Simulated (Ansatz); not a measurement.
**Computed properties of HfO2**

HfO2:
```yaml
crystal:
  lattice:
    - [4.83105, 0.00000, 0.00000]
    - [0.00000, 5.81374, 0.00000]
    - [0.00000, 0.00000, 15.99462]
  atoms:
    - { symbol: Hf, position: [0.00228, 0.34875, 0.08417] }
    - { symbol: Hf, position: [0.99772, 0.65125, 0.91583] }
    - { symbol: Hf, position: [0.49772, 0.15125, 0.58417] }
    - { symbol: Hf, position: [0.50228, 0.84875, 0.41583] }
    - { symbol: Hf, position: [0.50228, 0.15125, 0.91583] }
    - { symbol: Hf, position: [0.49772, 0.84875, 0.08417] }
    - { symbol: Hf, position: [0.99772, 0.34875, 0.41583] }
    - { symbol: Hf, position: [0.00228, 0.65125, 0.58417] }
    - { symbol: Hf, position: [0.00000, 0.02374, 0.25000] }
    - { symbol: Hf, position: [0.00000, 0.97626, 0.75000] }
    - { symbol: Hf, position: [0.50000, 0.47626, 0.75000] }
    - { symbol: Hf, position: [0.50000, 0.52374, 0.25000] }
    - { symbol: O, position: [0.20549, 0.62923, 0.03009] }
    - { symbol: O, position: [0.79451, 0.37077, 0.96991] }
    - { symbol: O, position: [0.29451, 0.87077, 0.53009] }
    - { symbol: O, position: [0.70549, 0.12923, 0.46991] }
    - { symbol: O, position: [0.70549, 0.87077, 0.96991] }
    - { symbol: O, position: [0.29451, 0.12923, 0.03009] }
    - { symbol: O, position: [0.79451, 0.62923, 0.46991] }
    - { symbol: O, position: [0.20549, 0.37077, 0.53009] }
    - { symbol: O, position: [0.27871, 0.18977, 0.69576] }
    - { symbol: O, position: [0.72129, 0.81023, 0.30424] }
    - { symbol: O, position: [0.22129, 0.31023, 0.19576] }
    - { symbol: O, position: [0.77871, 0.68977, 0.80424] }
    - { symbol: O, position: [0.77871, 0.31023, 0.30424] }
    - { symbol: O, position: [0.22129, 0.68977, 0.69576] }
    - { symbol: O, position: [0.72129, 0.18977, 0.80424] }
    - { symbol: O, position: [0.27871, 0.81023, 0.19576] }
    - { symbol: O, position: [0.21325, 0.07373, 0.36217] }
    - { symbol: O, position: [0.78675, 0.92627, 0.63783] }
    - { symbol: O, position: [0.28675, 0.42627, 0.86217] }
    - { symbol: O, position: [0.71325, 0.57373, 0.13783] }
    - { symbol: O, position: [0.71325, 0.42627, 0.63783] }
    - { symbol: O, position: [0.28675, 0.57373, 0.36217] }
    - { symbol: O, position: [0.78675, 0.07373, 0.13783] }
    - { symbol: O, position: [0.21325, 0.92627, 0.86217] }
```

Space group Pbcn (No. 60); conventional cell a = 4.831 Å, b = 5.814 Å, c = 15.995 Å, α = 90.00°, β = 90.00°, γ = 90.00°.

Method: DFT-r²SCAN in the program Ansatz with PAW potentials. The cell and atoms are relaxed at this level. Other levels are named where they apply.

### Cell and energy

```yaml
volume_per_atom: 12.48 Å³
density: 9.34 g/cm³
Formation energy from the elements (no fitted shifts): -3.73 eV/atom
```

### Electronic structure

```yaml
band_gap: 4.79 eV (smallest direct gap 4.82 eV)
valence_band_maximum: at Γ
conduction_band_minimum: on the Γ–Z line, 89 % of the way from Γ (k = 0.000, 0.000, 0.443 in fractions of the reciprocal vectors) (2 equivalent valleys)
electron_effective_mass: 0.64, 1.0, 1.1 mₑ (principal values)
Electron effective mass with spin–orbit coupling: 0.68, 1.1, 1.1 mₑ (principal values)
hole_effective_mass: 2.1, 3.4, 3.9 mₑ (principal values)
Hole effective mass with spin–orbit coupling: 2.2, 3.4, 4.0 mₑ (principal values)
HSE06 gap on the r²SCAN cell: 5.91 eV
Gap with spin–orbit coupling: 4.78 eV
```

### Mechanics

```yaml
Bulk modulus (Birch–Murnaghan fit): 200 GPa
Pressure derivative B′: 1.8
```

### Charges

```yaml
bader_charges: Hf +2.74 to +2.75, O -1.38 to -1.37 e
```

The first step of the workflow began from a Materials Project structure, measured or hypothetical; the Crystallography Open Database copy checked does not list it. It is not the phase usual at ambient conditions (space group No. 14, 29). The cell was relaxed with r²SCAN under the symmetry of its start; its stability against distortions is not shown here. The run is not spin-polarised. The references are the lowest solids computed at this level, not always the standard phases (solids in place of the gases). Spin–orbit coupling is left out wherever it is not named.

Potentials: the later of the program's two PAW sets.
